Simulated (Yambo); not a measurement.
## Bethe-Salpeter results for Sr2MgWO6

```xyz
10
Lattice="0.0000 4.0146 4.0146 4.0146 0.0000 4.0146 4.0146 4.0146 0.0000" Properties=species:S:1:pos:R:3 pbc="T T T"
O      4.0146     6.0807     4.0146
O      4.0146     1.9485     4.0146
O      1.9485     4.0146     4.0146
O      6.0807     4.0146     4.0146
O      4.0146     4.0146     6.0807
O      4.0146     4.0146     1.9485
Mg     4.0146     4.0146     4.0146
Sr     2.0073     2.0073     2.0073
Sr     6.0220     6.0220     6.0220
W      0.0000     0.0000     0.0000
```

The geometry is that of Materials Project entry mp-18848, symmetrised and not relaxed again.

BSE in Yambo on PBEsol (pw.x of Quantum ESPRESSO, ONCV potentials, without SOC) bands: 4×4×4 mesh, 17 valence and 6 conduction bands, static screening with 87 bands and a 3 Ry block, scissor 1.87 eV, Tamm-Dancoff; field along x.

```
state  energy (eV)  states within 2 meV  relative strength   class    main transitions
-----  -----------  -------------------  -----------------  ------  ------------------
1             3.64                    1             < 0.01    dark  several band pairs
2             3.80                    3             < 0.01    dark  several band pairs
3             3.89                    3             < 0.01    dark  several band pairs
4             4.15                    2               1.00  strong      VB → CB (82 %)
5             4.17                    3               0.09    weak  several band pairs
6             4.25                    3             < 0.01    dark      VB → CB (98 %)
```

These are vertical excitations (zero momentum). The direct quasiparticle gap on this mesh is 4.65 eV; counted from there, state 1 is bound by 1.02 eV. Convergence with the mesh was not shown.

Spin singlets only. Strengths are relative to the strongest of the lowest states of this run; strong means a line over 3 % of the spectrum's maximum, dark under 0.03 %. Absolute energies carry the error of the G0W0 scissor, whose convergence isn't established.

Spin-orbit coupling is left out, which matters for elements this heavy: edges can move by tenths of an eV.

The structure is a Materials Project entry; no match was found in the copy of COD used, and its stability was not checked.
